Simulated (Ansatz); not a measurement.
# Computed properties of BAs

BAs:
```xyz
8
Lattice="5.8567 0.0000 0.0000 0.0000 5.8567 0.0000 0.0000 0.0000 3.3715" Properties=species:S:1:pos:R:3 pbc="T T T"
B      1.8901     3.9666     0.0000
B      3.9666     1.8901     0.0000
B      4.8185     4.8185     1.6858
B      1.0382     1.0382     1.6858
As     1.8647     1.8647     0.0000
As     3.9920     3.9920     0.0000
As     1.0637     4.7930     1.6858
As     4.7930     1.0637     1.6858
```

Space group P4_2/mnm (No. 136); conventional cell a = 5.857 Å, b = 5.857 Å, c = 3.372 Å, α = 90.00°, β = 90.00°, γ = 90.00°.

Method: r²SCAN in the plane-wave PAW code Ansatz. Structure relaxed to zero pressure with the same functional. Other levels are named where they apply.

### Cell and energy

| Item | Value |
|---|---|
| Volume per atom | 14.46 Å³ |
| Density | 4.92 g/cm³ |

### Electronic structure

| Property | Result |
|---|---|
| Band gap | 0.89 eV (indirect) |
| Valence-band maximum | at Γ |
| Conduction-band minimum | on the Γ–Z line, 58 % of the way from Γ (2 equivalent valleys) |
| Smallest direct gap on the standard path | 1.34 eV |
| Electron effective mass | 0.33, 0.33, 0.45 mₑ (principal values) |
| Electron effective mass with spin–orbit coupling | 0.33, 0.33, 0.45 mₑ (principal values) |
| Hole effective mass, band 1 of 2 at the edge | 0.43 along x, 0.60 along z (mₑ) |
| Hole effective mass, band 2 of 2 at the edge | 0.16 along x, 0.60 along z (mₑ) |
| Hole effective mass with spin–orbit coupling | 0.23, 0.23, 0.60 mₑ (principal values) |
| HSE06 gap on the r²SCAN cell | 1.33 eV |
| Gap with spin–orbit coupling | 0.82 eV |

### Mechanics

| Property | Value |
|---|---|
| Bulk modulus (Birch–Murnaghan fit) | 129 GPa |
| Pressure derivative B′ | 4.0 |
| Elastic constants (relaxed ions, GPa) | C11 = 259, C12 = 75.2, C13 = 39.1, C33 = 341, C44 = 114, C66 = 82.6 |
| Mechanical stability | stable (all eigenvalues of C positive) |
| Hill bulk and shear moduli | 129 and 107 GPa |
| Young's modulus | 252 GPa |
| Poisson's ratio | 0.18 |
| Debye temperature from the elastic constants | 628 K |

### Charges

| Quantity | Value |
|---|---|
| Bader charges | B +0.20, As -0.20 e |

The start of the workflow was typed in or built on a structure type; neither database checked (COD, Materials Project) lists it. It is not the phase usual at ambient conditions (space group No. 216). Symmetry was held in the r²SCAN relaxation; its stability against distortions is not shown here. Spin–orbit coupling is left out wherever it is not named.

Potentials: the later of the program's two PAW sets.
